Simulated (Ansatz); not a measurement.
Mg₃TiNO₃:
```xyz
8
Lattice="2.9572 0.0000 0.0000 0.0000 2.9572 0.0000 0.0000 0.0000 8.5894" Properties=species:S:1:pos:R:3 pbc="T T T"
Ti     0.0000     0.0000     0.0000
N      1.4786     1.4786     0.0000
Mg     1.4786     1.4786     2.1643
O      0.0000     0.0000     2.1850
Mg     0.0000     0.0000     4.2947
O      1.4786     1.4786     4.2947
Mg     1.4786     1.4786     6.4251
O      0.0000     0.0000     6.4044
```

Relaxed with PBEsol. Special points in fractions of this cell's reciprocal vectors: Γ (0.000, 0.000, 0.000); X (0.000, 0.500, 0.000); M (0.500, 0.500, 0.000); Z (0.000, 0.000, 0.500); R (0.000, 0.500, 0.500); A (0.500, 0.500, 0.500).

**Question.** List the band energies nearest the Fermi level at these points for PBEsol in the plane-wave PAW code Ansatz.

**Answer.** In eV from the Fermi level; about four levels below and three above (degenerate sets whole), none deeper than 8.9 eV; points with the same levels are listed once.

| k | below | above |
|---|---|---|
| Γ | -3.55 -2.25 -2.25 -2.15 | 0.75 0.90 0.90 |
| X | -4.89 -4.78 -4.67 -4.27 | 1.18 1.85 1.96 |
| M | -4.12 -4.12 -3.98 -0.83 -0.83 | 2.20 2.48 3.37 |
| Z | -4.36 -2.25 -2.25 -2.15 | 0.91 0.91 1.12 |
| R | -4.89 -4.79 -4.74 -4.67 | 1.18 1.81 1.91 |
| A | -4.22 -4.22 -4.03 -0.72 -0.72 | 2.31 2.48 3.37 |

Space group P4/mmm. The start of the workflow was typed in or built on a structure type; neither database checked (COD, Materials Project) lists it. Its standing as an ambient phase is unchecked. The PBEsol relaxation kept the symmetry of its start; its stability against distortions is not shown here. The workflow began spin-polarised and lost its moments. The compound may be a true metal, but semilocal functionals without U, or a wrong spin order, can also close a gap.

Potentials: the earlier of the program's two PAW sets. The files were generated under PBE; for other functionals the program regenerates the frozen cores, and for LDA and PBEsol the local potential too.
